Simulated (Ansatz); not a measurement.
RbCaH$_{3}$ (cubic perovskite)

```
CELL_PARAMETERS angstrom
      4.39833     0.00000     0.00000
      0.00000     4.39833     0.00000
      0.00000     0.00000     4.39833
ATOMIC_POSITIONS crystal
  Rb 0.00000 0.00000 0.00000
  Ca 0.50000 0.50000 0.50000
  H  0.50000 0.00000 0.50000
  H  0.00000 0.50000 0.50000
  H  0.50000 0.50000 0.00000
```

The slice is a {110} plane (indices of the conventional cell) through the point (0.000, 0.500, 0.500) (fractional), spanned by u = [100] and v = [011] in vectors of this cell: u (4.40 Å) and v (6.22 Å, at 90° to u). It covers one period; positions are fractions (u, v).

Method: LDA (plane waves to 420 eV, PAW, scalar-relativistic; Ansatz, a program for electronic structure). k mesh 8×8×8. Near the nuclei the fields are pseudised (PAW); where an atom keeps semicore shells as valence, they peak there. RbCaH3 was relaxed with its symmetry unable to fall.

Three fields on this plane, each scaled to ten steps between its own extremes (0 low, 9 high; the total valence density on a logarithmic scale, the potential cut 8 eV below its top; x marks points blanked near nuclei; v = 0 in the bottom row):

Map A
```
|xxxx68xxxxxx86xxx|
|xxx557xxxxxx755xx|
|xx54357xxxx75345x|
|44332346776432334|
|33221123443211223|
|33221112222111223|
|55432112222112345|
|88754211111124578|
|xx98531111113589x|
|xxx974210012479xx|
|xxxx8520000258xxx|
|xxxx8520000258xxx|
|xxxx8520000258xxx|
|xxx974210012479xx|
|xx98531111113589x|
|88754211111124578|
|55432112222112345|
|33221112222111223|
|33221123443211223|
|44332346776432334|
|xx54357xxxx75345x|
|xxx557xxxxxx755xx|
|xxxx68xxxxxx86xxx|
|xxxx69xxxxxx96xxx|
```

Map B
```
|xxxx20xxxxxx02xxx|
|xxx730xxxxxx037xx|
|xx98510xxxx01589x|
|99986420000246899|
|99887654334567889|
|77777777777777777|
|34567888888887654|
|00035789999875300|
|xx00368999986300x|
|xxx005789987500xx|
|xxxx0478998740xxx|
|xxxx0368998630xxx|
|xxxx0478998740xxx|
|xxx005789987500xx|
|xx00368999986300x|
|00035789999875300|
|34567888888887654|
|77777777777777777|
|99887654334567889|
|99986420000246899|
|xx98510xxxx01589x|
|xxx730xxxxxx037xx|
|xxxx20xxxxxx02xxx|
|xxxx10xxxxxx01xxx|
```

Map C
```
|xxxx15xxxxxx51xxx|
|xxx502xxxxxx205xx|
|xx94003xxxx30049x|
|77510001221000157|
|00000000000000000|
|00000000000000000|
|43200000000000023|
|88741000000001478|
|xx98400000000489x|
|xxx972000000279xx|
|xxxx8400000048xxx|
|xxxx8500000058xxx|
|xxxx8400000048xxx|
|xxx972000000279xx|
|xx98400000000489x|
|88741000000001478|
|43200000000000023|
|00000000000000000|
|00000000000000000|
|77510001221000157|
|xx94003xxxx30049x|
|xxx502xxxxxx205xx|
|xxxx15xxxxxx51xxx|
|xxxx16xxxxxx61xxx|
```

Q: Assign the maps to these fields: electron localisation function (ELF); valence electron density; electrostatic potential energy of an electron, from the cell's mean.

A: A is the valence electron density; B is the electrostatic potential energy of an electron, from the cell's mean; C is the electron localisation function (ELF).
